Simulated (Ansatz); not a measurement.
From the elastic tensor of ScAl$_{3}$N$_{4}$ to moduli and sound speeds

These are results of DFT PBE, scalar-relativistic, plane waves, PAW in Ansatz 0.2.0, not measurements. Cutoff 420 eV, 6×6×6 k-points (Γ-centred), fixed occupations. No spin polarisation.

It takes space group P-43m (No. 215, cubic). The conventional cell has a = 4.529 Å, b = 4.529 Å, c = 4.529 Å, α = 90.00°, β = 90.00°, γ = 90.00°. Sc (site symmetry -43m) has 4 N at 2.06 Å as nearest neighbours. Al (site symmetry -42m) is surrounded by 4 N at 1.93 Å. N (site symmetry 3m) is surrounded by 3 Al at 1.93 Å and 1 Sc at 2.06 Å.

The cell was built by swapping an element in a database structure (itself possibly hypothetical) and relaxing; it need not be the stable form of this composition.

Relaxed-ion constants (GPa, on the Cartesian axes of the calculation):
```
238.4 143.3 143.3   0.0   0.0   0.0
143.3 238.4 143.3   0.0   0.0   0.0
143.3 143.3 238.4   0.0   0.0   0.0
  0.0   0.0   0.0 116.8   0.0   0.0
  0.0   0.0   0.0   0.0 116.8   0.0
  0.0   0.0   0.0   0.0   0.0 116.8
```

Density 3.252 g/cm³; 8 atoms in 92.89 Å³.

The values that follow are for a polycrystal of randomly turned grains, by Hill's mean where one number stands. In a crystal this anisotropic the Voigt and Reuss bounds lie far apart, so Hill's mean and the sound speeds and Debye temperature from it are rough.

With S = C⁻¹: B_V = (C11+C22+C33+2(C12+C13+C23))/9, G_V = (C11+C22+C33−C12−C13−C23+3(C44+C55+C66))/15, 1/B_R = S11+S22+S33+2(S12+S13+S23), 15/G_R = 4(S11+S22+S33−S12−S13−S23)+3(S44+S55+S66); Hill is their mean. Then v_l = √((B+4G/3)/ρ), v_t = √(G/ρ), v_m = [(2/v_t³+1/v_l³)/3]^(−1/3) and Θ = (ħ/k_B)·v_m·(6π²n/V)^(1/3) for n atoms in the volume V; E = 9BG/(3B+G), ν = (3B−2G)/(2(3B+G)) and A^U = 5G_V/G_R + B_V/B_R − 6.

```
Bulk modulus, Voigt / Reuss / Hill          : 175.0 / 175.0 / 175.0 GPa
Shear modulus, Voigt / Reuss / Hill         : 89.1 / 73.8 / 81.5 GPa
Young's modulus                             : 212 GPa
Poisson ratio                               : 0.299
Pugh ratio B/G                              : 2.15
Universal anisotropy index                  : 1.03
Longitudinal and transverse sound speeds    : 9338 and 5005 m/s
Debye temperature from the mean sound speed : 735 K
```

Cost: 1 run of about 5.8 core-minutes, on Arm Neoverse V1 (shared hosts).